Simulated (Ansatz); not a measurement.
Method: DFT PBE, scalar-relativistic, plane waves, PAW (Ansatz 0.2.0). Settings: cutoff 420 eV, Γ-centred meshes spaced at most about 0.3 Å⁻¹, and about 0.25 Å⁻¹ or finer for metals (2π included), Gaussian smearing. No spin polarisation in the final relaxations.

Temperature and zero-point effects are left out. All come from trial cells, and lower structures may exist.

Question: Order these relaxed structures of LaLu2N3 by energy, lowest first, with the energy over the lowest of them.
A.

```xyz
6
Lattice="3.4022 0.0000 0.0000 0.0000 3.4022 0.0000 0.0000 0.0000 9.4772" Properties=species:S:1:pos:R:3 pbc="T T T"
La    0.0000    0.0000    0.0000
Lu    0.0000    1.7011    5.8739
Lu    1.7011    0.0000    3.6033
N     1.7011    1.7011    0.0000
N     0.0000    1.7011    3.6462
N     1.7011    0.0000    5.8310
```

B.

```xyz
6
Lattice="5.9339 0.0000 0.0000 -2.9670 5.1389 0.0000 0.0000 0.0000 3.0918" Properties=species:S:1:pos:R:3 pbc="T T T"
La    0.0000    0.0000    1.5459
Lu    0.0000    3.4259    1.5459
Lu    2.9670    1.7130    1.5459
N     2.9670    0.0000    0.0000
N    -1.4835    2.5695    0.0000
N     1.4835    2.5695    0.0000
```

Answer: A (0 meV/atom), B (354 meV/atom). Forms: A P-4m2; B P6/mmm. Counting N atoms around La and Lu (those within 1.25 times the shortest such distance or 1.15 times the sum of covalent radii, 1.27 where that leaves under three; the shortest distance is added where it exceeds 1.18 times the sum of covalent radii): A has La 4, Lu 5; B has La 12 from 3.3 Å, Lu 6.

Cells relaxed within their symmetry can be saddle points. Some types were kept out of the candidates beforehand, so the set may lack a known form.
